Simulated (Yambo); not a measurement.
Quantum ESPRESSO input (PBEsol, PseudoDojo standard norm-conserving files, scalar-relativistic) whose wavefunctions are converted with p2y:

```
&CONTROL
  calculation = 'nscf'
  pseudo_dir = './pseudo'
  outdir = './out'
/
&SYSTEM
  ibrav = 0
  nat = 2
  ntyp = 2
  ecutwfc = 84.0
  ecutrho = 336.0
  occupations = 'fixed'
  force_symmorphic = .true.
  nbnd = 66
/
&ELECTRONS
  conv_thr = 2e-09
  diago_full_acc = .true.
  diago_thr_init = 1e-08
/
ATOMIC_SPECIES
O 15.9990 O.upf
Ca 40.0780 Ca.upf
CELL_PARAMETERS angstrom
  0.000000000000   2.381446722000   2.381446722000
  2.381446722000   0.000000000000   2.381446722000
  2.381446722000   2.381446722000   0.000000000000
ATOMIC_POSITIONS crystal
O   0.500000000000   0.500000000000   0.500000000000
Ca   0.000000000000   0.000000000000   0.000000000000
K_POINTS automatic
4 4 4 0 0 0
```

Yambo's initialisation report on symmetry, reciprocal space, the k grid and the gaps on this mesh:

```
  [02.02] Symmetries
  ==================

  Inversion symmetry    : yes
  Spatial inversion     : yes
  Inversion index       :  25
  K-space Time-reversal : no
  Magnetic symmetries   : no
  Group table correct   : yes
  Symmetries units      :  [cc]

  [02.03] Reciprocal space
  ========================

  nG shells         :  232
  nG charge         :  18907
  nG WFs            :  2940
  nC WFs            :  2421
  G-vecs. in first 23 shells:  [ Number ]
     1    9   15   27   51   59   65   89  113
    137   169   181   229   259   283   307   331   339
    387   411   459   531   537
  ...
  Shell energy in first 23 shells:  [ mHa ]
    0.00000      730.990      974.654      1949.31      2680.30      2923.96      3898.61      4629.60      4873.27
    5847.92      6578.91      7797.23      8528.22      8771.88      9746.54      10477.5      10721.2      11695.8
    12426.8      12670.5      13645.1      14376.1      15594.5
  ...

  [02.04] K-grid lattice
  ======================

  Compatible Grid is   : 3D
  Base K vectors       :  K_min[ 1 ]  K_min[ 2 ]  K_min[ 3 ]
  K_min[ 1 ] :  0.000000  0.250000  0.000000 [rlu]
  K_min[ 2 ] :  0.250000  0.000000  0.000000 [rlu]
  K_min[ 3 ] :  0.000000  0.000000  0.250000 [rlu]
  Grid dimensions      :   4   4   4
  K lattice UC volume  :  0.021262 [a.u.]

  IBZ K-points                                      :   8
  BZ  K-points                                      :   64

  K/Q-points units:
  rlu = crystal or reduced units; cc = cartesian coordinates; iku = interal k-units

  K [1]          [rlu]:  0.000000  0.000000  0.000000
         WF components:  2421
  K [2]          [rlu]:  0.000000  0.000000  0.250000
         WF components:  2370
  K [3]          [rlu]:  0.000000  0.000000 -0.500000
         WF components:  2362
  K [4]          [rlu]:  0.000000  0.250000  0.250000
         WF components:  2413
  K [5]          [rlu]:  0.000000  0.250000 -0.500000
         WF components:  2366
  K [6]          [rlu]:  0.000000  0.250000 -0.250000
         WF components:  2369
  K [7]          [rlu]:  0.000000 -0.500000 -0.500000
         WF components:  2346
  K [8]          [rlu]:  0.250000 -0.500000 -0.250000
         WF components:  2352

  [02.05] Energies & Occupations
  ==============================

  [X] === General ===
  [X] Electronic Temperature                        :  0.000000  0.000000 [eV K]
  [X] Bosonic    Temperature                        :  0.000000  0.000000 [eV K]
  [X] Finite Temperature mode                       : no
  [X] El. density                                   :  0.59233E+24 [cm-3]
  [X] Fermi Level                                   :  7.942807 [eV]

  [X] === Gaps and Widths ===
  [X] Conduction Band Min                           :  3.549262 [eV]
  [X] Valence Band Max                              :  0.000000 [eV]
  [X] Filled Bands                                  :   8
  [X] Empty Bands                                   :    9   66
  [X] Direct Gap                                    :  3.919704 [eV]
  [X] Direct Gap localized at k                     :   7
  [X] Indirect Gap                                  :  3.549262 [eV]
  [X] Indirect Gap between kpts                     :   1   7
  [X] Last valence band width                       :  1.258633 [eV]
  [X] 1st conduction band width                     :  3.599519 [eV]
```
The gaps are PBEsol values on this mesh alone; only operations without fractional translations are kept.

Geometry relaxed with PBEsol.
